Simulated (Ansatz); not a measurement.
Bi$_{2}$H$_{3}$NSe$_{3}$:
```yaml
crystal:
  lattice:
    - [4.14447, 0.00000, 0.00000]
    - [-2.07223, 3.58921, 0.00000]
    - [0.00000, 0.00000, 12.31520]
  atoms:
    - { symbol: Se, position: [0.33333, 0.66667, 0.01099] }
    - { symbol: Bi, position: [0.66667, 0.33333, 0.14028] }
    - { symbol: Se, position: [0.00000, 0.00000, 0.29259] }
    - { symbol: Bi, position: [0.33333, 0.66667, 0.45346] }
    - { symbol: Se, position: [0.66667, 0.33333, 0.57838] }
    - { symbol: N, position: [0.00000, 0.00000, 0.78230] }
    - { symbol: H, position: [0.26074, 0.13037, 0.81571] }
    - { symbol: H, position: [0.86963, 0.13037, 0.81571] }
    - { symbol: H, position: [0.86963, 0.73926, 0.81571] }
```

Relaxed with PBE+D3(BJ). Special points in fractions of this cell's reciprocal vectors: Γ (0.000, 0.000, 0.000); M (0.500, 0.000, 0.000); K (0.333, 0.333, 0.000); A (0.000, 0.000, 0.500); L (0.500, 0.000, 0.500); H (0.333, 0.333, 0.500).

List the band energies nearest the valence-band maximum at these points for plane-wave PAW PBE+D3(BJ) with spin–orbit coupling (Ansatz code).

In eV from the valence-band maximum; about four levels below and three above (degenerate sets whole), none deeper than 8.9 eV; points with the same levels are listed once.

```csv
k,below,above
Γ,-0.75 -0.75 0.00 0.00,0.18 0.18 1.50 1.50
M,-0.96 -0.96 -0.33 -0.33,1.16 1.16 2.48 2.48
K,-0.63 -0.62 -0.55 -0.55,1.83 1.92 2.29
A,-0.70 -0.70 -0.24 -0.24,0.31 0.31 1.48 1.48
L,-1.00 -1.00 -0.74 -0.74,1.27 1.27 2.55 2.55
H,-0.66 -0.65 -0.61 -0.61,2.00 2.09 2.31
```

Space group P3m1. The cell is a constructed one: a structure type filled with these elements; neither database checked (COD, Materials Project) lists it. Whether it is the stable phase at ambient conditions was not checked. The PBE+D3(BJ) relaxation kept the symmetry of its start. At this level the phase is dynamically unstable (imaginary phonons).

Potentials: the later of the program's two PAW sets.
